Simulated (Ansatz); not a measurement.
A geometry of TaRu away from equilibrium: step 2 of the relaxation of a relaxed TaRu cell, doubled along one cell vector, shaken by Gaussian noise of σ = 0.08 Å a coordinate. All values below come from PBEsol (plane waves to 420 eV, PAW, scalar-relativistic; Ansatz, a program for electronic structure). Γ-centred k-mesh 10×10×6 on the run's cell (coarser than for final values), Fermi–Dirac smearing 0.05 eV. The plane waves were selected for a different cell earlier on the path.

```xyz
4
Lattice="3.6879 -0.0074 -0.0148 -1.8503 3.1359 0.0073 -0.0240 -0.0001 5.9837" Properties=species:S:1:pos:R:3 pbc="T T T"
Ta     0.0512    -0.1147     0.1056
Ta     0.0694    -0.0706     2.9400
Ru     1.8931     0.9989     1.4722
Ru     1.8512     0.9449     4.5299
```

What forces act on the atoms (eV/Å)?


```json
[
 {"atom": "Ta1", "Fx": "-0.12", "Fy": "0.71", "Fz": "-2.44"},
 {"atom": "Ta2", "Fx": "-0.29", "Fy": "0.22", "Fz": "2.18"},
 {"atom": "Ru3", "Fx": "0.10", "Fy": "-0.92", "Fz": "0.88"},
 {"atom": "Ru4", "Fx": "0.31", "Fy": "-0.02", "Fz": "-0.62"}
]
```

The path ends in P4/mmm (No. 123). No spin polarisation in the result.

Of the parent cell (P-6m2 (No. 187)): it is a generated cell of TaRu: the first start was made by placing the elements on the sites of a structure type, and the end was not matched to a known phase here, so it may be hypothetical.

The first start was generated by placing the elements on the sites of a structure type. A measured structure of TaRu has the same space group, P4/mmm (No. 123); the sites were not compared with it.
